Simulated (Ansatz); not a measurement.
Ansatz (a first-principles code) input:

Ansatz 0.2 input:
```yaml
crystal:
  lattice:
    - [2.6849551713, 4.5171509392, 0.0]
    - [-2.6849551713, 4.5171509392, 0.0]
    - [-2.0229469657, 0.0, 5.0025811519]
  atoms:
    - { symbol: Li, position: [0.258644026, 0.258644026, 0.25] }
    - { symbol: Li, position: [0.741355974, 0.741355974, 0.75] }
    - { symbol: Li, position: [0.5749950163, 0.5749950163, 0.25] }
    - { symbol: Li, position: [0.4250049837, 0.4250049837, 0.75] }
    - { symbol: Zr, position: [0.9086541873, 0.9086541873, 0.25] }
    - { symbol: Zr, position: [0.0913458127, 0.0913458127, 0.75] }
    - { symbol: O, position: [0.5, 0.0, 0.0] }
    - { symbol: O, position: [0.0, 0.5, 0.5] }
    - { symbol: O, position: [0.8447298398, 0.3066205357, 0.987340547] }
    - { symbol: O, position: [0.1552701602, 0.6933794643, 0.012659453] }
    - { symbol: O, position: [0.3066205357, 0.8447298398, 0.512659453] }
    - { symbol: O, position: [0.6933794643, 0.1552701602, 0.487340547] }
kpoints:
  mp_grid: { grid: [7, 7, 6] }
hamiltonian:
  xc: r2scan
  pseudopotentials: { kind: paw }
scf:
  occupations: { method: fixed }
checkpoint: { read: static.run }
output: { write_density: true, elf: true, volumetric_format: npy }
basis: { fft_grid_basis: typed }
```

Output (shortened):

```
Pseudopotential: Li, paw, valence charge 3
Pseudopotential: Zr, paw, valence charge 12
Pseudopotential: O, paw, valence charge 6
Functional definition: r2SCAN
Crystal: 12 atoms, lattice volume = 121.346 Å³
Basis set: ecut = 500 eV, 3081 PW (Γ), exchange–correlation on 160×160×160 points (64 copies of the dense FFT grid, shifted against one another)
Bands: 48, of which v1, the nominal top of the filled ones, is band 36 counted from 1 (35 counted from 0)
Symmetry: 4 space group operations
Space group: C2/c (ITA 15), of the structure as read, at distance tolerance 5.0e-5 Å
k-points: 88 of 294
Stability of the state it starts from, as read at its close in the unpolarized treatment …
iter 1 solved again at ethr=2.87e-8 eV; its pass at ethr=3.10e-3 eV (dr2=2.06e-5 eV) is discarded
SCF iter   1: F=—  HF=-12641.995184 eV  |F-HF|=—  |Δ(HF+E_count)|=         —  Δρ=6.17e-7  dr2=2.41e-10  dr2_τ=3.70e-11  ethr=2.87e-8  ⟨swp⟩=3.0  Hψ=24738  notcnv=0  defer=879
preconditioner: auto → Resta (q_TF=auto, 2.501 Å⁻¹)
SCF iter   2: F=-12641.995184 eV  HF=-12641.995184 eV  |F-HF|=8.37e-11  |Δ(HF+E_count)|=   1.77e-9  Δρ=4.15e-7  dr2=1.54e-10  dr2_τ=7.67e-11  ethr=1.00e-12  ⟨swp⟩=11.4  Hψ=20496  notcnv=0
SCF 1 converged in 2 iterations: F = -12641.995184 eV  dr2 = 1.54e-10
SCF converged after 2 iterations
Free energy (F): -12641.995184 eV
Harris-Foulkes:  -12641.995184 eV  (|F-HF|=8.37e-11)
Internal energy: -12641.995184 eV  (E = F + TS)
E sigma→0 (E₀):  -12641.995184 eV
Fermi energy:    6.620440 eV
--- Per-component energies (eV) ---
  E_band       = -644.077388
  E_kinetic    = 1825.155060
  E_local      = -3901.888848  (includes V_loc(G=0)·N_el)
  E_nonlocal   = 300.470329
  E_hartree    = 1318.028236
  E_xc         = -804.041941
  E_vxc        = -1131.651033  (∫ρ·V_xc dr)
  E_paw        = -6986.217399  (= ΣΔE_a)
  E_vpaw       = -443.004965  (= ΣTr[D̂ρ^β])
  E_aug_tail   = 0.005844  (compensation charges beyond the density's cutoff)
  E_vtau       = 70.780026  (kinetic-family band-sum trace: ∫τ·v_τ [+ j·A + Jᵃ·Aᵃ] dr)
  E_ewald      = -4392.985338
  E_core_change = -0.521129  (= ΣΔE_core)
  E_smearing   =  0.000000  (= −TS)
  E_closure    =  0.000000  (closes the sum)
  Σ components = -12641.995184   (vs F -12641.995184, Δ=0.00e0)
  [band-id]    e_kinetic+e_local+e_nonlocal+2·e_hartree+e_vxc+e_vpaw+e_augmentation_tail+e_vtau = -644.077115   (vs E_band -644.077388, Δ=2.73e-4)
--- Band table (eV; the first three rows and the last of 88) ---
  k-point 0: bands = ["-41.7166", "-41.6404", "-37.5308", "-37.5215", "-37.4666", "-37.4601", "-19.6948", "-19.4362", "-19.3457", "-19.1867", "-19.1231", "-18.9200", "-10.8386", "-10.1709", "-10.1589", "-9.6048", "-9.5070", "-9.3417", "2.8221", "3.3948", …
  k-point 1: bands = ["-41.7115", "-41.6455", "-37.5302", "-37.5221", "-37.4662", "-37.4606", "-19.6651", "-19.4724", "-19.2975", "-19.2452", "-19.0755", "-18.9551", "-10.7405", "-10.3778", "-9.8751", "-9.8613", "-9.4372", "-9.3258", "2.9046", "3.3295", …
  k-point 2: bands = ["-41.6976", "-41.6595", "-37.5285", "-37.5238", "-37.4651", "-37.4619", "-19.5939", "-19.5096", "-19.3001", "-19.2528", "-19.0401", "-19.0227", "-10.4772", "-10.4555", "-10.1506", "-9.7549", "-9.5279", "-9.2432", "2.9640", "3.1659", …
  k-point 87: bands = ["-41.7081", "-41.6485", "-37.5280", "-37.5235", "-37.4673", "-37.4609", "-19.6669", "-19.4307", "-19.3748", "-19.2017", "-19.1149", "-18.9396", "-10.4982", "-10.2832", "-10.1183", "-9.8280", "-9.5480", "-9.3207", "3.0460", "3.1745", …
```

Cost: about 40 core-seconds (a rough figure) on shared cores.

The workflow started from a Materials Project entry (that database holds measured and hypothetical structures alike); the Crystallography Open Database files this formula in space group No. 15, but the cells were not matched. Its standing as an ambient phase is unchecked. Symmetry was held in the r²SCAN relaxation; whether a distortion lowers the energy is not shown. No spin polarisation was allowed. Spin–orbit coupling is left out wherever it is not named.

Potentials: the later of the program's two PAW sets.

Ansatz is a plane-wave DFT program.
